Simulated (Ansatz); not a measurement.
BAs in space group P-6m2 (No. 187; B on 1a, As on 1f) at seven volumes, PBE (plane waves, PAW; program Ansatz), shape and atoms relaxed at each. One row is withheld.

| V (Å³/atom) | P (GPa) |
|---|---|
| 11.663 | 13.23 |
| 12.048 | 8.08 |
| 12.432 | 3.69 |
| 12.817 | 0.00 |
| 13.201 | ? |
| 13.586 | -5.88 |
| 13.970 | -8.21 |

Task: Fit the shown pressures and predict the withheld one.

Result: P = (3/2)B₀(x^(7/2) − x^(5/2))[1 + (3/4)(B′ − 4)(x − 1)] with x = (V₀/V)^(2/3). Least squares on the six rows gives V₀ = 12.815 Å³/atom, B₀ = 114 GPa, B′ = 4.32. At V = 13.201, x = 0.9804 and P = -3.17 GPa. The run itself gave -3.14 GPa.

The cell is a constructed one: a structure type filled with these elements; neither database checked (COD, Materials Project) lists it. It is not the phase usual at ambient conditions (space group No. 216). The PBE relaxation kept the symmetry of its start; whether a distortion lowers the energy is not shown.

Potentials: the earlier of the program's two PAW sets.
